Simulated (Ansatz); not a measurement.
K3NaS2O8:
```cif
data_K3NaO8S2
_chemical_formula_sum 'K3 Na1 S2 O8'
_space_group_name_H-M_alt 'P 1'
_space_group_IT_number 1
_cell_length_a 5.66168
_cell_length_b 5.66168
_cell_length_c 7.28929
_cell_angle_alpha 90.000
_cell_angle_beta 90.000
_cell_angle_gamma 120.000
loop_
_space_group_symop_operation_xyz
  'x, y, z'
loop_
_atom_site_label
_atom_site_type_symbol
_atom_site_fract_x
_atom_site_fract_y
_atom_site_fract_z
_atom_site_occupancy
K1 K 0.33333 0.66667 0.17450 1
K2 K 0.66667 0.33333 0.82550 1
K3 K 0.00000 0.00000 0.50000 1
Na1 Na 0.00000 0.00000 0.00000 1
S1 S 0.66667 0.33333 0.26811 1
S2 S 0.33333 0.66667 0.73189 1
O1 O 0.19102 0.80898 0.80391 1
O2 O 0.80898 0.19102 0.19609 1
O3 O 0.19102 0.38204 0.80391 1
O4 O 0.80898 0.61796 0.19609 1
O5 O 0.61796 0.80898 0.80391 1
O6 O 0.38204 0.19102 0.19609 1
O7 O 0.66667 0.33333 0.46875 1
O8 O 0.33333 0.66667 0.53125 1
```

Relaxed with r²SCAN.

Question: Tabulate the valence density and the electron localisation function along the shortest Na–O contact (2.36 Å), r²SCAN in the plane-wave PAW code Ansatz.

Answer: 

```tsv
distance from Na (Å)	density (e/Å³)	ELF
0.24	15.94	0.34
0.35	10.90	0.50
0.47	5.89	0.60
0.59	2.36	0.61
0.71	0.75	0.50
0.82	0.29	0.20
0.94	0.16	0.03
1.06	0.11	0.02
1.18	0.13	0.06
1.30	0.20	0.31
1.41	0.34	0.63
1.53	0.59	0.76
1.65	1.06	0.82
1.77	1.92	0.83
1.88	3.28	0.81
2.00	4.91	0.73
2.12	6.40	0.57
```

The density is the valence pseudo-density with augmentation charge, so density and ELF within about 1 Å of a nucleus are not all-electron values.

Space group P-3m1. The first step of the workflow began from a Materials Project structure, measured or hypothetical; the Crystallography Open Database files this formula in space group No. 164, but the cells were not matched. Whether it is the stable phase at ambient conditions was not checked. Symmetry was held in the r²SCAN relaxation; its stability against distortions is not shown here.

Potentials: the later of the program's two PAW sets.
